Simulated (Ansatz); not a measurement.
Clean, relaxed (100) surface of Eu, space group Im-3m (No. 229) (top face towards +c; held atoms: 1, 2):

```xyz
4
Lattice="4.3850 0.0000 0.0000 0.0000 4.3850 0.0000 0.0000 0.0000 23.5775" Properties=species:S:1:pos:R:3 pbc="T T T"
Eu    2.1925    2.1925    8.5000
Eu    0.0000    0.0000   10.6925
Eu    2.1925    2.1925   12.7441
Eu    0.0000    0.0000   15.0847
```

The calculation used DFT PBE, scalar-relativistic, plane waves, PAW in Ansatz 0.2.0. Plane waves to 420 eV, a k mesh through Γ of 7×7×1 on the computed 4-atom cell and Gaussian smearing (0.10 eV); collinear spin with starting moments 7.7 7.7 7.7 7.7 μB. A dipole correction removes the field between periodic images along c.

With the adsorbate the run is spin-polarised, its anchoring atom started with 0 μB.

E_ads counts from the clean slab and the free adsorbate (spin-polarised where it has unpaired electrons); negative means bound.  With the adsorbate the cell is lengthened along c to keep the vacuum.

(1) CO is put at the bridge (Eu-Eu) at (0.00, 0.50) site, one adsorbate per 19.2 Å². What structure does it relax to?

Each end is the local minimum or symmetric point that its start leads to. On a slab this thin, differences under about 0.1 eV aren't settled.

The state reached may not be the lowest one. Spin-orbit coupling is left out, which matters for the bands of heavy elements. Without a Hubbard U the f levels lie too near the Fermi level, so gaps, band edges and the localisation of f electrons are unreliable. Semilocal functionals without U can misjudge the magnetic state of such a slab.

## Answers

(1) E_ads = -0.57 eV. Contacts: C–Eu 2.68 Å, O–Eu 3.49 Å. Bonds within the adsorbate: C–O 1.17 Å.

```
CELL_PARAMETERS angstrom
4.38503 0.00000 0.00000
0.00000 4.38503 0.00000
0.00000 0.00000 26.72755
ATOMIC_POSITIONS crystal
Eu 0.50000 0.50000 0.31802
Eu 0.00000 0.00000 0.40006
Eu 0.50000 0.50000 0.47839
Eu 0.00000 0.00000 0.56810
C 0.00000 0.50000 0.62579
O 0.00000 0.50000 0.66969
```
